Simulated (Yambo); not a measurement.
Yambo run on SrHI (space group P4/nmm, No. 129). The wavefunctions come from this Quantum ESPRESSO step (PBEsol, PseudoDojo standard norm-conserving files, scalar-relativistic):

```
&CONTROL
  calculation = 'nscf'
  pseudo_dir = './pseudo'
  outdir = './out'
/
&SYSTEM
  ibrav = 0
  nat = 6
  ntyp = 3
  ecutwfc = 72.0
  ecutrho = 288.0
  occupations = 'fixed'
  force_symmorphic = .true.
  nbnd = 231
/
&ELECTRONS
  conv_thr = 6.000000000000001e-09
  diago_full_acc = .true.
  diago_thr_init = 1e-08
/
ATOMIC_SPECIES
H 1.0080 H.upf
Sr 87.6200 Sr.upf
I 126.9045 I.upf
CELL_PARAMETERS angstrom
  4.291185112000   0.000000000000   0.000000000000
  0.000000000000   4.291185112000   0.000000000000
  0.000000000000   0.000000000000   8.190402346000
ATOMIC_POSITIONS crystal
H   0.500000000000   0.500000000000   0.000000000000
H   0.000000000000   0.000000000000   0.000000000000
Sr   0.000000000000   0.500000000000   0.156023350500
Sr   0.500000000000   0.000000000000   0.843976649500
I   0.000000000000   0.500000000000   0.664768128600
I   0.500000000000   0.000000000000   0.335231871400
K_POINTS automatic
2 2 1 0 0 0
```

Yambo input:

```
rim_cut
gw0
dyson
el_el_corr
HF_and_locXC
ppa
em1d
RandQpts= 1000000
RandGvec= 1 Ry
EXXRLvcs= 72 Ry
VXCRLvcs= 288 Ry
Chimod= "HARTREE"
% BndsRnXp
 1 | 230 |
%
NGsBlkXp= 7 Ry
% LongDrXp
 1.0 | 1.0 | 1.0 |
%
PPAPntXp= 27.2114 eV
% GbndRnge
 1 | 230 |
%
GTermKind= "BG"
DysSolver= "n"
ExtendOut
% QPkrange
 1 | 1 | 18 | 19 |
 2 | 2 | 18 | 19 |
 3 | 3 | 18 | 19 |
%
```

k points by index: 1 = Γ, 2 = X, 3 = M.

Table of the .qp output:

```
#    K-point    Band    Eo [eV]    E [eV]    E-Eo [eV]    Vxc [eV]    Vnlxc [eV]    Sc|Eo [eV]    Sc|E [eV]    dSc/dw|Eo [eV]    Re(Z)    Im(Z)
#
    1    18    -0.359676    -1.399813    -1.040136    -11.43187    -14.37253    1.649555    1.900517    -6.564717    0.805637    -0.001529
    1    19    3.786580    4.467628    0.681047    -9.269013    -4.548368    -3.896822    -4.039598    -5.703552    0.826716    -0.001264
    2    18    0.000000    -0.999220    -0.999220    -11.28842    -14.18248    1.644430    1.894837    -6.818396    0.799631    -0.001559
    2    19    4.226887    4.923267    0.696380    -9.121865    -4.275793    -4.001693    -4.149692    -5.781962    0.824752    -0.001291
    3    18    -0.977549    -2.076383    -1.098834    -10.80724    -14.31084    2.103924    2.404765    -7.448817    0.785086    -0.001861
    3    19    3.448561    3.975974    0.527413    -8.489794    -4.036244    -3.816521    -3.926137    -5.654136    0.827959    -0.001283
```
(The two width columns are left out.) Convergence of these settings isn't established.

Spin-orbit coupling is not included.

Geometry relaxed with PBE+D3(BJ).
